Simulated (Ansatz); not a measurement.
**Pr, first-principles data**

Pr:
```
Pr
1.0
    3.14675     0.00000     0.00000
   -1.57337     2.72516     0.00000
    0.00000     0.00000     7.37840
Pr
3
Direct
  0.00000   0.79181   0.83333
  0.20819   0.20819   0.50000
  0.79181   0.00000   0.16667
```
The run is spin-polarised; directions of the spins, atom by atom: ↑ ↑ ↑.

Space group P3_221 (No. 154); conventional cell a = 3.1467 Å, b = 3.1467 Å, c = 7.3784 Å, α = 90.00°, β = 90.00°, γ = 120.00°.

Method: the program Ansatz at the LDA level (PAW). Geometry: relaxed at this level of theory. Other levels are named where they apply.

### Cell and energy

Volume per atom: 21.09 Å³
Density: 11.09 g/cm³

### Electronic structure

* **Electronic character**: metallic (no gap)
* **Density of states at the Fermi level**: 4.8 states/eV per atom (mean over ±0.08 eV)

### Magnetism

- Magnetic order = ferromagnetic
- Net moment = 1.69 μB per atom

The first step of the workflow began from a Materials Project structure, measured or hypothetical; the Crystallography Open Database copy checked does not list it. It is not the phase usual at ambient conditions (space group No. 194). Symmetry was held in the LDA relaxation; whether a distortion lowers the energy is not shown. Magnetic state: ferromagnetic, the only order run, not a proven ground state. The 4f shell is in the valence, and the state reached may lie above the lowest one. No Hubbard U is applied. Axis ratios of metals converge slowly with the k-mesh, so a and c are less sure than the volume. Scalar-relativistic: spin–orbit coupling is off unless named, which matters more the heavier the elements.

Potentials: the later of the program's two PAW sets.
